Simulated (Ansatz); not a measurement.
According to r²SCAN (plane waves, PAW; program Ansatz), NbAg in the orthorhombic phase (Pmma; Ag on 2e, Nb on 2f) relaxes to a = 4.744 Å, b = 2.763 Å, c = 5.303 Å. Its formation energy from the elements is 0.29 eV/atom, with no fitted shifts.

Electronic character: metallic (no gap).

The bulk modulus is 151 GPa. Bader charges are Ag -0.61, Nb +0.61 e.

The start of the workflow was typed in or built on a structure type; neither database checked (COD, Materials Project) lists it. Its standing as an ambient phase is unchecked. The r²SCAN relaxation kept the symmetry of its start; whether a distortion lowers the energy is not shown. No spin polarisation was allowed. Its formation energy is positive at this level, so the cell may be metastable or incomplete. Axis ratios of metals converge slowly with the k-mesh, so a and c are less sure than the volume. The references are the lowest solids computed at this level, not always the standard phases. Spin–orbit coupling is left out wherever it is not named.

Potentials: the earlier of the program's two PAW sets.
